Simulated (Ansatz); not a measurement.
Ta₂BN in space group R-3m (No. 166; Ta on 6c, N on 3b, B on 3a) at seven volumes, DFT-PBE in the program Ansatz with PAW potentials, shape and atoms relaxed at each. One row is withheld.

| V (Å³/atom) | P (GPa) |
|---|---|
| 10.479 | ? |
| 10.824 | 19.88 |
| 11.170 | 9.14 |
| 11.515 | 0.00 |
| 11.861 | -7.80 |
| 12.206 | -14.42 |
| 12.552 | -20.06 |

### Question
Fit the shown pressures and predict the withheld one.

### Answer
Third-order Birch–Murnaghan: P = (3/2)B₀(x^(7/2) − x^(5/2))[1 + (3/4)(B′ − 4)(x − 1)] with x = (V₀/V)^(2/3). Least squares on the six rows gives V₀ = 11.515 Å³/atom, B₀ = 280.7 GPa, B′ = 4.36. At V = 10.479, x = 1.0649 and P = 32.52 GPa. The run itself gave 32.48 GPa.

The start of the workflow was typed in or built on a structure type; neither database checked (COD, Materials Project) lists it. Whether it is the stable phase at ambient conditions was not checked. Symmetry was held in the PBE relaxation; whether a distortion lowers the energy is not shown. No spin polarisation was allowed. Scalar-relativistic: spin–orbit coupling is off unless named, which matters more the heavier the elements.

Potentials: the earlier of the program's two PAW sets.
